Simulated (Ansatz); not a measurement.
BeS:
```xyz
2
Lattice="0.0000 2.4190 2.4190 2.4190 0.0000 2.4190 2.4190 2.4190 0.0000" Properties=species:S:1:pos:R:3 pbc="T T T"
Be     2.4190     2.4190     2.4190
S      1.2095     1.2095     1.2095
```

Relaxed with PBEsol. Special points in fractions of this cell's reciprocal vectors: Γ (0.000, 0.000, 0.000); X (0.500, 0.000, 0.500); U (0.625, 0.250, 0.625); K (0.375, 0.375, 0.750); L (0.500, 0.500, 0.500); W (0.500, 0.250, 0.750).

List the band energies nearest the valence-band maximum at these points for the program Ansatz at the PBEsol level (PAW).

In eV from the valence-band maximum; about four levels below and three above (degenerate sets whole), none deeper than 8.9 eV; points with the same levels are listed once.

| k | below | above |
|---|---|---|
| Γ | 0.00 0.00 0.00 | 5.58 5.58 5.58 |
| X | -5.10 -2.70 -2.70 | 2.91 4.78 12.74 12.74 |
| U | -4.63 -4.20 -2.24 | 4.19 7.39 10.49 |
| L | -5.91 -1.05 -1.05 | 5.38 6.45 6.45 |
| W | -4.31 -3.97 -3.44 | 6.31 7.93 8.35 |

Space group F-43m (zinc blende). The cell was relaxed with PBEsol under the symmetry of its start. The volume moved by 26 % from the start of the relaxation.

Potentials: the later of the program's two PAW sets.
